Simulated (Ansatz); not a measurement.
A geometry of NiCl2 away from equilibrium: step 2 of the relaxation of a relaxed NiCl2 cell, doubled along one cell vector, shaken by Gaussian noise of σ = 0.08 Å a coordinate. All values below come from PBE (plane waves to 420 eV, PAW, scalar-relativistic; Ansatz, an electronic-structure program). Γ-centred k-mesh 8×4×2 on the run's cell (coarser than for final values), Fermi–Dirac smearing 0.05 eV.

```xyz
12
Lattice="1.7361 -3.0202 0.0007 3.5238 6.0701 -0.0124 -0.0213 -0.0154 13.5001" Properties=species:S:1:pos:R:3:forces:R:3 pbc="T T T" free_energy=-32002.258 pressure_GPa=0.5
Cl     1.7531     1.0326     0.9295    0.0984   -0.0644    0.2192
Cl     3.5252     3.9711     0.8700    0.0698    0.1029    0.3831
Cl     1.7157    -0.9814     7.7279    0.4310    0.2787   -0.4010
Cl     3.5222     2.0221     7.6579    0.1168    0.1837    0.1237
Cl     1.7008    -2.9935    10.3199    0.4021    0.2629    0.2374
Cl     3.5387     0.0342    10.2842   -0.0807    0.0996   -0.0678
Cl     1.7772     3.0305     3.5437    0.1739   -0.0373    0.2509
Cl     3.6166     5.9926     3.4409   -0.4019    0.2981    0.8458
Ni     1.7726     1.0775     8.9698    0.2590   -0.0234    0.2089
Ni     3.6447     4.1880     9.0189   -1.1277   -0.8014   -0.1037
Ni     1.7654    -1.0147     2.3009    0.4287   -0.1785   -0.9517
Ni     3.5789     2.0133     2.3059   -0.3694   -0.1209   -0.7450
```

Positions in Å, forces in eV/Å, free energy of the cell in eV (comparable only within this code, potentials and settings). Largest force: 1.39 eV/Å, on Ni10 (atoms numbered as listed); the geometry lies 0.02 eV/atom above the end of its relaxation.

Spin-polarised start, with parallel moments on Ni.

Spin state reached: ferromagnetic (net 0.67 μB/atom), from parallel starting moments; other spin orders were not run from this start. The d or f electrons are treated with no Hubbard U. No dispersion correction is included, so spacings between layers, chains or molecules are soft and tend to come out too large.

The end of the path is a generated cell of NiCl2: the first start was made by placing the elements on the sites of a structure type, and the end was not matched to a known phase here, so it may be hypothetical.
